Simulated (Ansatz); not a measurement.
All numbers below come from DFT PBE, scalar-relativistic, plane waves, PAW (Ansatz). All cells share a 420 eV cutoff and Γ-centred k meshes spaced at most about 0.3 Å⁻¹ (about 0.25 or finer for metals, 2π included). No spin polarisation in the final relaxations.

Each of these unrelaxed guesses is relaxed in cell and atoms within its symmetry. A guess keeps its type if space group and coordination stay and the shape of the cell changes little (axis ratios within about 15 %, angles within 6°); the volume may change.

1. SiGe2

```
Si Ge
1.0
     5.12929    0.00000    0.00000
    -2.56465    4.44210    0.00000
     0.00000    0.00000    4.71935
Si Ge
2 4
Direct
  0.33333 0.66667 0.50000
  0.66667 0.33333 0.50000
  0.00000 0.66667 0.00000
  0.66667 0.00000 0.00000
  0.33333 0.33333 0.00000
  0.00000 0.00000 0.50000
```

2. Na2ZrO2

```
Na Zr O
1.0
     3.58671    0.00000    0.00000
    -1.79336    3.10618    0.00000
     0.00000    0.00000    6.41028
Na Zr O
2 1 2
Direct
  0.33333 0.66667 0.61665
  0.66667 0.33333 0.38335
  0.00000 0.00000 0.00000
  0.66667 0.33333 0.71801
  0.33333 0.66667 0.28199
```

**Question.** Which guesses survive the relaxation?

**Answer.** Guess 1 keeps its type.

| guess | kept | start group | end group | V start (Å³/atom) | V end | b/a and c/a, end over start | nearest neighbours start | nearest neighbours end |
| --- | --- | --- | --- | --- | --- | --- | --- | --- |
| 1 | yes | P-62m | P-62m | 17.9 | 17.9 | 1.00, 1.08 | Ge 12, Si 12 | Ge 12, Si 12 |
| 2 | no | P-3m1 | P-3m1 | 14.3 | 15.9 | 1.00, 1.55 | Na 4, O 4, Zr 6 | Na 3, O 6, Zr 6 |

Neighbours count within 15 % of an atom's shortest distance; end groups are read at 0.02 Å (0.05 Å in metals).

Cells relaxed within their symmetry can be saddle points.
